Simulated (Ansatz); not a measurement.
Starting cell, BaTiO₃ (cubic perovskite):

```yaml
crystal:
  lattice:
    - [3.99442, 0.00000, 0.00000]
    - [0.00000, 3.99442, 0.00000]
    - [0.00000, 0.00000, 3.99442]
  atoms:
    - { symbol: Ba, position: [0.00000, 0.00000, 0.00000] }
    - { symbol: Ti, position: [0.50000, 0.50000, 0.50000] }
    - { symbol: O, position: [0.00000, 0.50000, 0.50000] }
    - { symbol: O, position: [0.50000, 0.50000, 0.00000] }
    - { symbol: O, position: [0.50000, 0.00000, 0.50000] }
```

Scan: atom 3 (O, nearest neighbour Ti at 1.997 Å; its periodic images, 4.0 Å or more away, move with it) is displaced along Cartesian x, direction (1.000, 0.000, 0.000) in Cartesian axes, by s. The other atoms stay.

These are r2SCAN (plane waves to 500 eV, PAW, scalar-relativistic; Ansatz, a first-principles code) values and carry that method's errors. k mesh 7×7×7 (Γ-centred), Fermi-Dirac smearing 0.05 eV. E stands for the smeared free energy. Compression counts positive. Left out: 4 of 11 points, with atoms too close for the PAW data. F∥ is the force on the atom along that direction. BaTiO3 is run without spin polarisation. BaTiO3 was relaxed with its symmetry unable to fall. The PAW data are Ansatz's earlier set. This is a high-temperature form of BaTiO3. ΔE is measured from the undisplaced structure.

| s (Å) | ΔE (meV/cell) | F∥ (eV/Å) | P (GPa) |
|---|---|---|---|
| -0.240 | 215.9 | 2.389 | 4.59 |
| -0.160 | 78.3 | 1.158 | 2.00 |
| -0.080 | 16.9 | 0.444 | 0.49 |
| 0.000 | 0.0 | 0.000 | 0.00 |
| 0.080 | 16.9 | -0.444 | 0.49 |
| 0.160 | 78.3 | -1.158 | 2.00 |
| 0.240 | 215.9 | -2.389 | 4.59 |

Key numbers:

| Quantity | Value |
|---|---|
| Energy at s = 0.240 Å | 215.9 meV/cell |
| Force along the line at s = -0.240 Å | 2.39 eV/Å |
| Symmetry of the curve | even: the same for both signs |
| Shape of the curve | a single well with its minimum at or next to zero displacement |
| Force constant k = d²E/ds² at s = 0 (finite differences) | 4.99 eV/Å² |
| Harmonic estimate at the end of the scan | ½ks² = 143.8 meV/cell against the computed 215.9 meV/cell, so the well is stiffer than harmonic there |

(For displaced atoms, the force is minus the slope of the energy, and its curvature is a force constant, which sets phonon frequencies.)
